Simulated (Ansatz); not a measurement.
A crystal relaxed with r2SCAN in the plane-wave code Ansatz has space group Amm2 (No. 38) and a = 3.702 Å, b = 7.448 Å, c = 10.606 Å.

```tsv
atom	site	x	y	z
Xx	2a	0.0000	0.5000	0.4975
Al	4e	0.5000	0.7490	0.2505
Al	2a	0.0000	0.5000	0.9975
P	2b	0.5000	0.5000	0.6071
P	4d	0.0000	0.2257	0.8864
P	2b	0.5000	0.5000	0.1239
```

With r2SCAN the gap is 1.27 eV and direct, at Γ. The lowest empty level at T–Y (0.12 of the way from T) lies only 2 meV higher, so the place of the conduction bottom isn't settled. PBE gives an indirect gap of 1.00 eV, from Γ to T–Y (0.10 of the way from T); the least direct gap is 1.04 eV at Γ. The lowest empty level at Γ lies only 36 meV higher, so the place of the conduction bottom isn't settled. Meshes: r2SCAN 8×4×4, PBE 8×4×4. r2SCAN's ε∞ is 8.3, 8.2 and 8.3 along x, y and z.

Question: Which element is Xx?
A. B
B. In
C. Ga
D. Tl

Answer: A. Xx is B: Al3BP4 as one 8-atom ordering (Amm2) on the zincblende lattice. Around B lie 4 P at 2.05–2.19 Å; around Al lie 4 P at 2.29–2.41 Å; around Al lie 4 P at 2.29–2.36 Å; around P lie 2 B at 2.19 Å and 2 Al at 2.41 Å; around P lie 1 B at 2.05 Å and 3 Al at 2.35–2.36 Å; around P lie 4 Al at 2.29 Å.

Simulation only: spin-unpolarised, and no claim that this is the phase found in nature.
